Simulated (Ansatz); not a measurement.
Sensitivity of the gradients in MoS2 with Ga replacing Mo to the input

Cell: a supercell of MoS2 (space group P6_3/mmc) built from an entry of the Crystallography Open Database (COD), with the ions relaxed around the defect (PBE).

```
Ga Mo S
1.0
     6.33800    0.00000    0.00000
    -3.16900    5.48887    0.00000
     0.00000    0.00000   12.32400
Ga Mo S
1 7 16
Direct
  0.19611 0.34822 0.27085
  0.16497 0.83264 0.24880
  0.66468 0.32950 0.24389
  0.66471 0.83539 0.24375
  0.33524 0.16775 0.75015
  0.33526 0.66782 0.75016
  0.83518 0.16774 0.75042
  0.83526 0.66779 0.75096
  0.16846 0.33439 0.62333
  0.16771 0.83400 0.62369
  0.66924 0.33510 0.62373
  0.66923 0.83447 0.62373
  0.31413 0.16528 0.12730
  0.31433 0.64987 0.12703
  0.80850 0.15451 0.11622
  0.82950 0.66487 0.11920
  0.16869 0.33450 0.87673
  0.16949 0.83491 0.87732
  0.66787 0.33369 0.87726
  0.66788 0.83451 0.87727
  0.35105 0.15720 0.38167
  0.35111 0.69399 0.38166
  0.83942 0.16971 0.36963
  0.82922 0.66477 0.37088
```

Sites (sets of like atoms) are named by element and the number of their first atom in this list.

Reference run. Computed with Ansatz: DFT, PBE, plane waves and PAW, scalar-relativistic, collinear spin, 420 eV cutoff, Γ-centred 4×4×2 k-points, Fermi–Dirac smearing 0.01 eV. Start moments as typed (μB): 1 on each Ga, none on the rest.

Question: The input is changed as follows: `total_charge`: not typed → -1; `scf.algorithm`: not typed → direct_min. What happens to V_zz (10²¹ V/m²) and η?

Answer: 

```
site  atom  V_zz reference  η reference  V_zz changed  η changed
  Ga     1           -3.37         0.43         -3.16       0.66
 Mo2     2          -10.82         0.08         -9.25       0.49
 Mo3     3          -10.71         0.19         -9.11       0.50
 Mo4     4          -10.71         0.19         -9.13       0.50
 Mo8     8           -7.42         0.01         -7.62       0.00
 S13    13           -3.13         0.29          2.11       0.82
 S14    14           -3.09         0.27          2.15       0.75
 S15    15           -2.69         0.35          3.27       0.34
 S19    19           -4.99         0.01         -5.16       0.02
 S21    21           -4.07         0.70         -3.61       0.78
 S22    22           -4.03         0.71         -3.59       0.79
 S23    23           -4.27         0.59         -3.23       0.40
```

The largest change of V_zz along a kept axis is on Mo3, from -10.71 to -9.11. The whole tensor moves most on S15, by 3.01 along its most changed direction. In per cent, |V_zz| changes by -6 on Ga, -15 to +3 on Mo, -24 to +3 on S (all sites that start above 2, bar those whose gradient vanishes or changes sign or whose main axis turns by over 40°). Where |V_zz| stays above 0.1 and the axes keep their order, η moves most on Mo2, from 0.08 to 0.49. On S13, S14, S15 the largest principal value lies along another axis in the second run, so the two V_zz can't be compared directly. The table leaves out 9 of the 21 sites, with |V_zz| up to 7.77; their tensors move by 0.76 at most along any direction. The statements above cover all sites. The changed cell holds a charge of -1 on a uniform background, so it isn't the same centre. The absolute magnetisation of the cell goes from 0.0 to 0.2 μB. New warnings: stability check not made.

On the reference run: The defect repeats with the cell of 24 atoms, so it feels its images: sites between two images don't show the values beside a lone defect, and zeros or small values of η there can come from the images' arrangement. Mo and S carry a gradient in the pure host already, so the values there aren't the defect's effect alone. The centre was started off its lattice site, so that it could distort. The defect cell has no gap above 0.1 eV on its mesh, so the values can hang on the smearing and the k-mesh. Without spin–orbit coupling (the program notes it for Mo) the gradients can shift somewhat, as the gap is small. The start moments die out, and the run ends without spin.
